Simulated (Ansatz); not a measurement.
## Relaxing a structure of Ta

The start is a relaxed Ta cell displaced along its unstable phonon at q = (½, ½, 0) of its primitive reciprocal cell (134i cm⁻¹), largest move 0.15 Å. The structure is fully relaxed (lattice and positions, P = 0) with r2SCAN (plane waves to 500 eV, PAW, scalar-relativistic; Ansatz, a first-principles code). The first steps use a coarse 12×12×12 k-mesh.

Initial structure:
```
CELL_PARAMETERS angstrom
      5.45218     0.00000     0.00000
      2.72609     2.72609     0.00000
      0.00000     0.00000     2.72609
ATOMIC_POSITIONS crystal
  Ta 0.00000 0.00000 0.05502
  Ta 0.50000 0.00000 0.94498
```

What is the largest force in the starting geometry, and on which atom (counted from 1)?

1.19 eV/Å, on Ta1, Ta2 (atoms numbered as listed).

How much energy is released per atom?

1.09 eV/atom.

Does it find its way back to the structure it was made from?

It does not go back: it reaches Im-3m (No. 229), bcc (W type), 1.19 eV/atom below the parent.

What band gap does the relaxed structure have at this level?

Zero (metallic).

What does it relax into? Give the structure.


Space group Im-3m (No. 229); a = 3.3051 Å, b = 3.3051 Å, c = 3.3051 Å, α = 90.00°, β = 90.00°, γ = 90.00°

| atom | site | symmetry | x | y | z |
|---|---|---|---|---|---|
| Ta | 2a | m-3m | 0.0000 | 0.0000 | 0.0000 |
(The calculation used a cell of 1 atom; values per cell refer to that cell.)

Final values are on a 20×20×20 k-mesh of the relaxed cell. No spin polarisation in the result.

The run could not lose the symmetry of its start.

Of the parent cell (Pm-3m (No. 221)): it is a generated cell of Ta: the first start was made by placing the elements on the sites of a structure type, and the end was not matched to a known phase here, so it may be hypothetical. Known forms of Ta include space group No. 229.
